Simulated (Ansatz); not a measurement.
## Computed frozen-phonon scan: Au (fcc, Cu type)

Starting cell, Au (fcc, Cu type):

```
CELL_PARAMETERS angstrom
      0.00000     4.12402     4.12402
      2.06201     2.06201     4.12402
      2.06201     2.06201     0.00000
ATOMIC_POSITIONS crystal
  Au 0.00000 0.00000 0.00000
  Au 0.50000 0.00000 0.00000
```

The atoms are displaced by Q × the pattern below (from a DFPT mode at X = (0.5, 0.5, 0.0), largest move 1; Q in Å), at fixed cell. (q is in reciprocal vectors of the primitive cell; the cell shown is doubled to hold the pattern.)

```tsv
atom	x	y	z
Au1	0.000	0.000	-1.000
Au2	0.000	0.000	1.000
```

These are r2SCAN (plane waves to 500 eV, PAW, scalar-relativistic; Ansatz, a program for electronic structure) values and carry that method's errors. k mesh 19×19×19 (Γ-centred), Fermi-Dirac smearing 0.05 eV. The energy includes the smearing's −TS. Stress and pressure are positive under compression. With partly filled bands, energies and forces of such displacements shift with the k mesh and the smearing. Au was relaxed with its symmetry unable to fall. Spin-orbit coupling is left out, though Au is heavy. The PAW data are Ansatz's earlier set. The zero of ΔE is the undisplaced structure.

```json
[
 {"Q (Å)": "-0.100", "ΔE (meV/cell)": "141", "−dE/dQ from forces (eV/Å)": "2.887", "P (GPa)": "3.6"},
 {"Q (Å)": "-0.083", "ΔE (meV/cell)": "98", "−dE/dQ from forces (eV/Å)": "2.373", "P (GPa)": "2.5"},
 {"Q (Å)": "-0.067", "ΔE (meV/cell)": "62", "−dE/dQ from forces (eV/Å)": "1.878", "P (GPa)": "1.6"},
 {"Q (Å)": "-0.050", "ΔE (meV/cell)": "35", "−dE/dQ from forces (eV/Å)": "1.398", "P (GPa)": "0.9"},
 {"Q (Å)": "-0.033", "ΔE (meV/cell)": "15", "−dE/dQ from forces (eV/Å)": "0.928", "P (GPa)": "0.4"},
 {"Q (Å)": "-0.017", "ΔE (meV/cell)": "4", "−dE/dQ from forces (eV/Å)": "0.463", "P (GPa)": "0.1"},
 {"Q (Å)": "0.000", "ΔE (meV/cell)": "0", "−dE/dQ from forces (eV/Å)": "0.000", "P (GPa)": "0.0"},
 {"Q (Å)": "0.017", "ΔE (meV/cell)": "4", "−dE/dQ from forces (eV/Å)": "-0.463", "P (GPa)": "0.1"},
 {"Q (Å)": "0.033", "ΔE (meV/cell)": "15", "−dE/dQ from forces (eV/Å)": "-0.928", "P (GPa)": "0.4"},
 {"Q (Å)": "0.050", "ΔE (meV/cell)": "35", "−dE/dQ from forces (eV/Å)": "-1.398", "P (GPa)": "0.9"},
 {"Q (Å)": "0.067", "ΔE (meV/cell)": "62", "−dE/dQ from forces (eV/Å)": "-1.878", "P (GPa)": "1.6"},
 {"Q (Å)": "0.083", "ΔE (meV/cell)": "98", "−dE/dQ from forces (eV/Å)": "-2.373", "P (GPa)": "2.5"},
 {"Q (Å)": "0.100", "ΔE (meV/cell)": "141", "−dE/dQ from forces (eV/Å)": "-2.887", "P (GPa)": "3.6"}
]
```

Key numbers:

- Energy at Q = 0.100 Å: 141 meV/cell
- Space group of the distorted cell: P4/nmm (No. 129), lowered from Fm-3m
- Symmetry of the curve: even: the same for both signs
- Shape of the curve: a single well with its minimum at or next to zero displacement
- Harmonic wavenumber from the curvature (finite differences): 138 cm⁻¹
- Wavenumber by perturbation theory (DFPT, on another k mesh): 138 cm⁻¹

(A displaced cell: forces are minus the slopes of the energy, force constants its curvatures, and phonons follow from these.)
